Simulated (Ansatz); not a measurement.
NaCl:
```yaml
crystal:
  lattice:
    - [3.46045, 0.00000, 0.00000]
    - [0.00000, 3.46045, 0.00000]
    - [0.00000, 0.00000, 3.46045]
  atoms:
    - { symbol: Na, position: [0.00000, 0.00000, 0.00000] }
    - { symbol: Cl, position: [0.50000, 0.50000, 0.50000] }
```

x, y and z are the axes in which the lattice vectors are written.

Problem. Give the high-frequency dielectric tensor and the Born effective charge tensors of the independent atoms from DFPT, r²SCAN in the plane-wave PAW code Ansatz.

Solution. 
ε∞:
```
2.58  0.00  0.00
0.00  2.58  0.00
0.00  0.00  2.58
```
Z* of atom 1 (Na), rows: field, columns: displacement, in e:
```
1.16  0.00  0.00
0.00  1.16  0.00
0.00  0.00  1.16
```
Z* of atom 2 (Cl), rows: field, columns: displacement, in e:
```
-1.16   0.00   0.00
 0.00  -1.16   0.00
 0.00   0.00  -1.16
```

Static charges for comparison (Bader): Na1 +0.89, Cl2 -0.89 e. Born charges measure polarisation by displacement and can exceed these by far.

Space group Pm-3m (CsCl type). This is a known high-pressure phase of the composition, computed here at zero pressure and temperature. The r²SCAN relaxation kept the symmetry of its start; of distortions, only those at the zone centre were tested.

Potentials: the earlier of the program's two PAW sets.
